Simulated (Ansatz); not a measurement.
**Equation of state of HgPd**

A database entry relaxed whole under r2SCAN (P4/mmm):

```
CELL_PARAMETERS angstrom
3.06140 0.00000 0.00000
0.00000 3.06140 0.00000
0.00000 0.00000 3.73867
ATOMIC_POSITIONS crystal
Hg 0.00000 0.00000 0.00000
Pd 0.50000 0.50000 0.50000
```

The cell was scaled uniformly, its shape held, and the atoms relaxed at each volume with plane-wave PAW DFT (Ansatz 0.2.0; r2SCAN, 500 eV, 11×11×9 Γ-centred mesh, fermi-dirac occupations of width 0.100 eV; no spin, no spin-orbit coupling). One row is withheld.

```tsv
volume (Å³/atom)	energy over the lowest (meV/atom)	pressure (GPa)
16.469	28.8	9.51
16.819	?	?
17.169	2.8	2.74
17.520	0.0	-0.01
17.870	2.8	-2.41
18.221	10.5	-4.49
18.571	22.5	-6.30
```

Fit the pressures of the other rows to the third-order Birch-Murnaghan form.

With f = [(V₀/V)^(2/3) − 1]/2 and P = 3B₀f(1 + 2f)^(5/2)[1 + 3(B₀′ − 4)f/2], least squares gives V₀ = 17.52 Å³ an atom, B₀ = 128 GPa and B₀′ = 5.9; the rows miss the fit by less than 0.01 GPa. The slope of the energies differs from these pressures by 0.06 GPa, since they are taken to zero smearing while pressures follow the free energy.

What does the withheld row hold?

The fit gives 5.89 GPa at 16.819 Å³; the run gave 5.90 GPa and 12.1 meV an atom.

Caveats: the shape of the cell was held, so B₀ is an upper bound where the axes differ in stiffness; 0 K, fixed nuclei; the symmetry was kept, and this need not be the phase that is stable at 0 K; one mesh for all volumes; pressure is positive in compression.
